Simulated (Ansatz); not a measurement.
Input:

SnTe:
```xyz
2
Lattice="0.0000 3.1871 3.1871 3.1871 0.0000 3.1871 3.1871 3.1871 0.0000" Properties=species:S:1:pos:R:3 pbc="T T T"
Te     0.0000     0.0000     0.0000
Sn     3.1871     3.1871     3.1871
```

This is the r²SCAN-relaxed structure.

### Question
All from r²SCAN (plane waves, PAW; program Ansatz), unless another level is named. Estimate the HSE06 gap on the r²SCAN cell.

### Answer
0.25 eV.

### Question
And the formation energy from the elements (no fitted shifts)?

### Answer
-0.26 eV/atom.

### Question
What about the electron effective mass?

### Answer
0.065, 0.12, 0.12 mₑ (principal values).

### Question
And the weight of the valence-edge state by species (Voronoi cells)?

### Answer
Te 59 %, Sn 41 %.

### Question
Give the weight of the conduction-edge state by species (Voronoi cells).

### Answer
Sn 63 %, Te 37 %.

Space group Fm-3m (rock salt). The cell was relaxed with r²SCAN under the symmetry of its start. The references are the lowest solids computed at this level, not always the standard phases. Scalar-relativistic: spin–orbit coupling is off unless named, which matters more the heavier the elements.

Potentials: the later of the program's two PAW sets.
